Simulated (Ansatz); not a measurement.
Relax this structure to zero stress and force, keeping its symmetry:

```cif
data_structure
_symmetry_space_group_name_H-M 'P 1'
_symmetry_Int_Tables_number 1
_cell_length_a 5.1958
_cell_length_b 5.1958
_cell_length_c 5.1958
_cell_angle_alpha 60.000
_cell_angle_beta 60.000
_cell_angle_gamma 60.000
_cell_volume 99.19
loop_
_atom_site_label
_atom_site_type_symbol
_atom_site_fract_x
_atom_site_fract_y
_atom_site_fract_z
_atom_site_occupancy
Sc1 Sc 0.50000 0.50000 0.50000 1
Sc2 Sc 0.75000 0.75000 0.75000 1
Ir1 Ir 0.12500 0.12500 0.12500 1
Ir2 Ir 0.62500 0.12500 0.12500 1
Ir3 Ir 0.12500 0.12500 0.62500 1
Ir4 Ir 0.12500 0.62500 0.12500 1
```

Theory: DFT r2SCAN, scalar-relativistic, plane waves, PAW in Ansatz 0.2.0.

Settings: cutoff 500 eV, Γ-centred mesh 8×8×8 on the computed 6-atom cell, Gaussian smearing of 0.10 eV; no spin polarisation.

Question: What does it relax to?

Answer: The volume rises by 0.07 Å³/atom to 16.60 Å³/atom, and the energy falls by 0.2 meV/atom. Final structure:
```xyz
6
Lattice="0.0000 3.6795 3.6795 3.6795 0.0000 3.6795 3.6795 3.6795 0.0000" Properties=species:S:1:pos:R:3 pbc="T T T"
Sc    3.6795    3.6795    3.6795
Sc    5.5192    5.5192    5.5192
Ir    0.9199    0.9199    0.9199
Ir    0.9199    2.7596    2.7596
Ir    2.7596    2.7596    0.9199
Ir    2.7596    0.9199    2.7596
```

Spin–orbit coupling is left out, which can shift energies with elements as heavy as these.

Cost: 1 run of about 1.3 core-minutes, on Arm Neoverse V2 (shared hosts).